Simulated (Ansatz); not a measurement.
YBRh₃ (cubic perovskite, Pm-3m), plane-wave PAW PBE (Ansatz code), all energies at zero smearing, with the estimated change up to a 700 eV cutoff added, with one set of potentials and settings (totals compare only within such a set). Cell of 5 atoms (1 Y, 3 Rh, 1 B): -23217.157 eV.

| element | reference phase | E (eV/atom) |
|---|---|---|
| Y | P6_3/mmc, 2 atoms in the cell | -3848.6668 |
| Rh | Fm-3m, 1 atoms in the cell | -6402.8911 |
| B | R-3m, 12 atoms in the cell | -155.9161 |

Formation energy per atom, worked out: (-23217.157 − 1×(-3848.6668) − 3×(-6402.8911) − 1×(-155.9161))/5 = -0.780 eV/atom (-75 kJ per mol of atoms), at 0 K, without zero-point energy or fitted corrections.

The workflow started from an entry of the Crystallography Open Database (COD). Its standing as an ambient phase is unchecked. The PBE relaxation kept the symmetry of its start; whether a distortion lowers the energy is not shown. The run is not spin-polarised. The references are the lowest solids computed at this level, not always the standard phases.

Potentials: the later of the program's two PAW sets.
